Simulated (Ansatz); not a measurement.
## KRb₂BiF₆ in Ansatz, settings compared

Launch command:

```bash
ansatz run input.yaml --threads 1 --pin off --max-ram 2560MiB --backend cpu --events-out ev --progress --plain --runs-dir out
```

Input:

```yaml
crystal:
  lattice:
    - [0.0, 4.64811781, 4.64811781]
    - [4.64811781, 0.0, 4.64811781]
    - [4.64811781, 4.64811781, 0.0]
  atoms:
    - { symbol: F, position: [0.765, 0.235, 0.235] }
    - { symbol: F, position: [0.235, 0.765, 0.235] }
    - { symbol: F, position: [0.235, 0.765, 0.765] }
    - { symbol: F, position: [0.765, 0.235, 0.765] }
    - { symbol: F, position: [0.235, 0.235, 0.765] }
    - { symbol: F, position: [0.765, 0.765, 0.235] }
    - { symbol: K, position: [0.5, 0.5, 0.5] }
    - { symbol: Rb, position: [0.25, 0.25, 0.25] }
    - { symbol: Rb, position: [0.75, 0.75, 0.75] }
    - { symbol: Bi, position: [0.0, 0.0, 0.0] }
  symmetry: { tolerance: 0.0003 }
kpoints:
  mp_grid: { grid: [4, 4, 4], shift: [0, 0, 0] }
magnetization:
  spin_polarized: false
scf:
  occupations: { method: fermi_dirac }
hamiltonian:
  pseudopotentials: { kind: paw }
  xc: r2scan
basis:
  ecutwfc: 500
output:
  forces: true
  stress: true
  eigenvalues: true
```

Origin of the cell: a database entry, scaled a little.

The smearing width isn't typed, so it takes its default of 0.1 eV.

Output of this run (shortened):

```
Pseudopotentials: kind: paw
Pseudopotential: F, paw, valence charge 7, recommended cutoff 500 eV (meta_gga), F.paw.azcp
Pseudopotential: K, paw, valence charge 9, recommended cutoff 500 eV (meta_gga), K.paw.azcp
Pseudopotential: Rb, paw, valence charge 9, recommended cutoff 500 eV (meta_gga), Rb.paw.azcp
Pseudopotential: Bi, paw, valence charge 15, recommended cutoff 500 eV (meta_gga), Bi.paw.azcp
Functional definition: r2SCAN
  exchange = r2scan_x(k0 = k0, k1 = k1, a1 = a1)
  correlation = r2scan_c
Crystal: 10 atoms, lattice volume = 200.845 Å³
Basis set: ecut = 500 eV, 5029 PW (Γ), exchange–correlation on 192×192×192 points (64 copies of the dense FFT grid, shifted against one another)
Bands: 52, of which v1, the nominal top of the filled ones, is band 42 counted from 1 (41 counted from 0)
[… 15 lines left out …]
Initial density: superposition of atomic densities (neutral atoms: chi_scale 0, normalization atom), corrected by the library's trained network
Functional: x = r2scan, c = r2scan; τ floored in thin density (d = 2e-4 eV/Å³)
SCF iter   1: F=—  HF=-25378.265052 eV  Δρ=7.28e-3  dr2=9.84e-2  dr2_τ=1.95e-1
SCF iter   2: F=—  HF=-25378.452767 eV  Δρ=3.45e-3  dr2=8.90e-3  dr2_τ=2.40e-3  defer=24
SCF iter   3: F=—  HF=-25378.453041 eV  Δρ=1.40e-3  dr2=2.28e-3  dr2_τ=3.13e-4  defer=16
SCF iter   4: F=—  HF=-25378.452682 eV  Δρ=2.30e-4  dr2=6.10e-5  dr2_τ=8.06e-6  defer=16
SCF iter   5: F=—  HF=-25378.452528 eV  Δρ=5.10e-5  dr2=5.18e-6  dr2_τ=4.90e-7  defer=16
SCF iter   6: F=—  HF=-25378.452529 eV  Δρ=1.05e-5  dr2=1.91e-7  dr2_τ=1.45e-8  defer=16
SCF iter   7: F=-25378.452529 eV  HF=-25378.452529 eV  Δρ=1.99e-6  dr2=7.24e-9  dr2_τ=7.79e-10
SCF 1 converged in 7 iterations: F = -25378.452529 eV  dr2 = 7.24e-9
SCF converged after 7 iterations
Free energy (F): -25378.452529 eV
Harris-Foulkes:  -25378.452529 eV  (|F-HF|=2.02e-9)
Internal energy: -25378.452529 eV  (E = F + TS)
E sigma→0 (E₀):  -25378.452529 eV
Fermi energy:    6.343056 eV
--- Per-component energies (eV) ---
  E_band       = -671.624849
  E_kinetic    = 2196.975710
  E_local      = -7572.139970  (includes V_loc(G=0)·N_el)
  E_nonlocal   = 1361.167024
  E_hartree    = 2707.272238
  E_xc         = -1006.883335
  E_vxc        = -1352.999919  (∫ρ·V_xc dr)
  E_paw        = -17962.799141  (= ΣΔE_a)
  E_vpaw       = -810.419222  (= ΣTr[D̂ρ^β])
  E_aug_tail   = 0.006257  (compensation charges beyond the density's cutoff)
  E_vtau       = 91.237102  (kinetic-family band-sum trace: ∫τ·v_τ [+ j·A + Jᵃ·Aᵃ] dr)
  E_ewald      = -5102.248471
  E_core_change = 0.197158  (= ΣΔE_core)
  E_smearing   = -0.000000  (= −TS)
  Σ components = -25378.452529   (vs F -25378.452529, Δ=0.00e0)
--- Forces (eV/Å), atoms counted from 1 ---
  atom   1  F      0.773164    -0.000000    -0.000000
  atom   2  F      0.000000     0.773164     0.000000
[… 3 lines left out …]
  atom   6  F      0.000000     0.000000    -0.773164
  atom   7  K      0.000000    -0.000000    -0.000000
  atom   8  Rb     0.000000    -0.000000    -0.000000
  atom   9  Rb     0.000000     0.000000    -0.000000
  atom  10  Bi    -0.000000     0.000000    -0.000000
  max |Σ_I F_I| component: 3.34e-16 eV/Å
--- Stress (GPa, compression-positive) ---
        3.910396      -0.000000       0.000000
        0.000000       3.910396       0.000000
       -0.000000      -0.000000       3.910396
  P = ⅓ Tr σ = 3.9104 GPa (39.104 kbar)
```

The same input was run again with these changes:

1. `basis.ecutrho_ratio` default → 9; `scf.initial_density.chi_scale` default → 0.1
2. `scf.initial_density.chi_scale` default → 0.0; `basis.xc_grid` default → 3
3. `scf.occupations.method` fermi_dirac → methfessel_paxton; `scf.occupations.width` default → 0.1
4. `basis.ecutwfc` 500 → "18.4 Ry"

```json
{"run": "base", "end": "converged", "SCF iterations": "7", "P (GPa)": "3.91", "max force component (eV/Å)": "0.773", "moment (μB)": "–", "ΔE(σ→0) (meV/atom)": "0"}
{"run": "1", "end": "converged", "SCF iterations": "9", "P (GPa)": "3.91", "max force component (eV/Å)": "0.773", "moment (μB)": "–", "ΔE(σ→0) (meV/atom)": "0.00"}
{"run": "2", "end": "converged", "SCF iterations": "8", "P (GPa)": "3.91", "max force component (eV/Å)": "0.773", "moment (μB)": "–", "ΔE(σ→0) (meV/atom)": "0.00"}
{"run": "3", "end": "converged", "SCF iterations": "7", "P (GPa)": "3.91", "max force component (eV/Å)": "0.773", "moment (μB)": "–", "ΔE(σ→0) (meV/atom)": "0.00"}
{"run": "4", "end": "converged", "SCF iterations": "7", "P (GPa)": "2.90", "max force component (eV/Å)": "0.471", "moment (μB)": "–", "ΔE(σ→0) (meV/atom)": "1757.77"}
```

Energies are compared only where functional, datasets, charge and starting cell are the same.

Not properties of the system: run 4 (too coarse or loose: `basis.ecutwfc` = "18.4 Ry").

Caveats of the base run: no spin-orbit coupling, though heavy elements are present.

Run 4: the cutoff lies below the datasets' advice.

The base run ran for 13 s of wall time on 1 CPU thread(s) of a shared host, from the program's own first density.
